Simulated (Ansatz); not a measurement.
V₂O₅ — ⁵¹V NMR of the central transition

Cell: a Materials Project structure (computed, not necessarily an observed phase), taken as it stands.

Space group P-1 (No. 2); a = 6.2899, b = 6.5972, c = 7.3638 Å, α = 77.37°, β = 80.02°, γ = 75.91°.

| site | Wyckoff | site symmetry | x | y | z |
| --- | --- | --- | --- | --- | --- |
| V1 | 2i | 1 | 0.1638 | 0.7157 | 0.5626 |
| V3 | 2i | 1 | 0.6802 | 0.8363 | 0.3930 |
| O5 | 2i | 1 | 0.9751 | 0.8313 | 0.3926 |
| O7 | 2i | 1 | 0.3807 | 0.8738 | 0.5368 |
| O9 | 2i | 1 | 0.0237 | 0.7023 | 0.7682 |
| O11 | 2i | 1 | 0.6406 | 0.8818 | 0.1777 |
| O13 | 2i | 1 | 0.2859 | 0.4532 | 0.5255 |

One atom of each set is listed.

Computed with Ansatz: DFT, PBE, plane waves and PAW (field gradients read without the response of the frozen cores, which leaves them typically 4 to 6 % off), scalar-relativistic, 420 eV cutoff, Γ-centred 4×4×4 k-points, Fermi–Dirac smearing 0.02 eV.

⁵¹V has I = 7/2 and Q = -52.00 mb (Pyykkö 2018); at 16.4 T its Larmor frequency is ν₀ = 183.9 MHz. Only the quadrupole interaction is simulated: positions count from each site's isotropic chemical shift, and J coupling is left out, as are shift anisotropy and dipolar coupling, which fast spinning averages.

**Question.** Give C_Q, η, the quadrupolar product P_Q = |C_Q|(1 + η²/3)^½, the second-order isotropic shift and the breadth of the pattern (fast magic-angle spinning) for each V site.

**Answer.** 

| site | first shell | C_Q (MHz) | η | P_Q (MHz) | δ_QIS (ppm) | breadth (kHz) |
| --- | --- | --- | --- | --- | --- | --- |
| V1 | 4 O at 1.61–1.87 Å; also 1 O at 2.98 Å | 5.14 | 0.10 | 5.15 | -2.00 | 0.810 |
| V3 | 5 O at 1.60–2.02 Å | 3.15 | 0.36 | 3.22 | -0.780 | 0.331 |

δ_QIS = −(ν_Q²/30ν₀²)[I(I+1) − 3/4](1 + η²/3) × 10⁶ ppm with ν_Q = 3|C_Q|/[2I(2I−1)]; it falls as 1/B₀² in ppm, and the breadth as 1/B₀ in kHz.

At V1 V_zz points along its shortest bond, to O (within 4°).

At this cell the principal stresses reach 5 GPa in size with PBE, which can matter for small gradients. The largest force is 1.4 eV/Å, so the atoms aren't at the calculated equilibrium and relaxing them would move these values.

The run took 79 s of wall time (79 s of CPU time) and 0.84 GiB at its peak, on 1 thread of Intel Xeon Platinum 8259CL CPU @ 2.50GHz (Skylake/Cascade Lake) (x86_64; 16 cores open to the job, memory cap 3.0 GiB, no GPU), a shared host with a load of 0.6 a core.
